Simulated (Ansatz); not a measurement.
# Squeezing and stretching Co

Reference cell: an entry of the Crystallography Open Database (COD), whose atoms a relaxation with PBE at fixed cell left in place.

```
Co
1.0
     2.50540    0.00000    0.00000
    -1.25270    2.16974    0.00000
     0.00000    0.00000    4.08930
Co
2
Direct
  0.33333 0.66667 0.25000
  0.66667 0.33333 0.75000
```

Atoms are numbered from 1 in the order listed; like atoms form one site, named after its first atom.

The numbers come from a DFT calculation in Ansatz (PBE, plane waves and PAW, scalar-relativistic, collinear spin, 420 eV cutoff, Γ-centred 21×21×11 k-points, Fermi–Dirac smearing 0.05 eV). Start moments as typed (μB): 2 on each Co.

The cell is scaled uniformly, and the ions relax again at each size.

```
V/V₀  pressure (GPa)
0.94             8.8
0.96             3.8
0.98            -0.7
1.00            -4.6
1.02            -8.1
1.04               ?
1.06           -14.1
```

Problem. Estimate the row at V/V₀ = 1.04 and the bulk modulus.

Solution. pressure (GPa): -11.3. Worked: a parabola in ln(V/V₀) through the other 6 rows gives -11.3 GPa there. It crosses zero pressure at V/V₀ = 0.977, the equilibrium volume of this functional, where the bulk modulus is B = −dP/d ln V = 209 GPa. The shape of the cell is held, so in this non-cubic crystal both values are those of uniform scaling, and B is an upper bound to the hydrostatic one.
